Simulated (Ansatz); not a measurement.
Starting structure of a cell relaxation (symmetry kept):

```
CELL_PARAMETERS angstrom
3.00037 0.00000 0.00000
0.00000 3.00037 0.00000
0.00000 0.00000 3.88881
ATOMIC_POSITIONS crystal
Cd 0.00000 0.00000 0.00000
Pt 0.50000 0.50000 0.50000
```

All numbers below come from DFT LDA, scalar-relativistic, plane waves, PAW in Ansatz.

Settings: cutoff 420 eV, Γ-centred mesh 14×14×12 on the computed 2-atom cell, Gaussian smearing of 0.10 eV; no spin polarisation.

**Question.** What does it relax to?

**Answer.** The volume falls by 1.33 Å³/atom to 16.17 Å³/atom, and the energy falls by 53.8 meV/atom. Final structure:
```cif
data_structure
_symmetry_space_group_name_H-M 'P4/mmm'
_symmetry_Int_Tables_number 123
_cell_length_a 2.9189
_cell_length_b 2.9189
_cell_length_c 3.7961
_cell_angle_alpha 90.000
_cell_angle_beta 90.000
_cell_angle_gamma 90.000
_cell_volume 32.34
loop_
_atom_site_label
_atom_site_type_symbol
_atom_site_symmetry_multiplicity
_atom_site_Wyckoff_symbol
_atom_site_fract_x
_atom_site_fract_y
_atom_site_fract_z
_atom_site_occupancy
Cd1 Cd 1 a 0.00000 0.00000 0.00000 1
Pt1 Pt 1 d 0.50000 0.50000 0.50000 1
```

Spin–orbit coupling is left out, which can shift energies with elements as heavy as these.